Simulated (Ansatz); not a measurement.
Al₂Os:
Space group I4/mmm (No. 139); a = b = 3.1558 Å, c = 8.2964 Å, α = β = γ = 90.00°

```json
[
 {"atom": "Al", "site": "4e", "symmetry": "4mm", "x": "0.0000", "y": "0.0000", "z": "0.3385"},
 {"atom": "Os", "site": "2a", "symmetry": "4/mmm", "x": "0.0000", "y": "0.0000", "z": "0.0000"}
]
```
(The calculation used a cell of 3 atoms; values per cell refer to that cell.)

Relaxed with PBEsol. The program Ansatz at the PBEsol level (PAW) gives a gap of 0.27 eV.

**Question.** What gap does HSE06 give on the same cell (Ansatz, PAW)?

**Answer.** 0.99 eV, 0.72 eV more. The hybrid was solved on a coarser mesh and at special points; the gap given is the minimum over both.

```
k   v1 PBEsol  c1 PBEsol    v1 HSE06    c1 HSE06
--  ---------  ---------  ----------  ----------
Γ       -0.75       3.08  (withheld)  (withheld)
M       -0.71       2.67       -0.99        3.35
X       -0.70       0.83       -0.72        1.77
P       -0.63       0.83  (withheld)  (withheld)
N       -1.33       0.99  (withheld)  (withheld)
S0      -1.29       0.68  (withheld)  (withheld)
R       -1.34       0.62       -1.42        1.49
```

**Question.** Top valence (v1) and lowest conduction level (c1) in eV from each method's valence maximum (which need not be a listed point): supply the withheld HSE06 values.

**Answer.** 
- N, v1 HSE06: -1.66
- N, c1 HSE06: 1.91
- Γ, v1 HSE06: -1.04
- Γ, c1 HSE06: 3.99
- S0, v1 HSE06: -1.61
- S0, c1 HSE06: 1.51
- P, v1 HSE06: -0.65
- P, c1 HSE06: 1.77

Cost on shared cores: the PBEsol run (SCF on a 12×12×12 mesh, then bands and DOS) very roughly 29 core-seconds, the HSE06 run (SCF on 9×9×9, then a few points) about 14 core-minutes (a rough figure); the tasks are unlike.

The first step of the workflow began from a Materials Project structure, measured or hypothetical; the Crystallography Open Database copy checked does not list it. Whether it is the stable phase at ambient conditions was not checked. Symmetry was held in the PBEsol relaxation; whether a distortion lowers the energy is not shown. The run is not spin-polarised. Scalar-relativistic: spin–orbit coupling is off unless named, which matters more the heavier the elements.

Potentials: the later of the program's two PAW sets.
